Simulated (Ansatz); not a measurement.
TiB$_{2}$:
Space group P6/mmm (No. 191); a = 3.0245 Å, b = 3.0245 Å, c = 3.2234 Å, α = 90.00°, β = 90.00°, γ = 120.00°

```json
[
 {"atom": "Ti", "site": "1a", "symmetry": "6/mmm", "x": "0.0000", "y": "0.0000", "z": "0.0000"},
 {"atom": "B", "site": "2d", "symmetry": "-6m2", "x": "0.3333", "y": "0.6667", "z": "0.5000"}
]
```

Relaxed with r²SCAN.

Question: Decompose the optical modes at the zone centre into irreducible representations, and say which are infrared and Raman allowed.

Answer: Point group 6/mmm: Γ_opt = A2u + B1g + E1u + E2g. Infrared: A2u, E1u. Raman: E2g.

Question: Assign frequencies (DFPT, the program Ansatz at the r²SCAN level (PAW)).

Answer: A2u 518, E1u 520, B1g 557, E2g 895 cm⁻¹.

Subscripts of B labels follow the axes of the standard setting.

The cell was relaxed with r²SCAN under the symmetry of its start; of distortions, only those at the zone centre were tested. No spin polarisation was allowed. As this level gives no gap, phonon frequencies hold no LO–TO term and depend on the k-mesh and smearing (Fermi–Dirac, 0.1 eV here).

Potentials: the later of the program's two PAW sets.
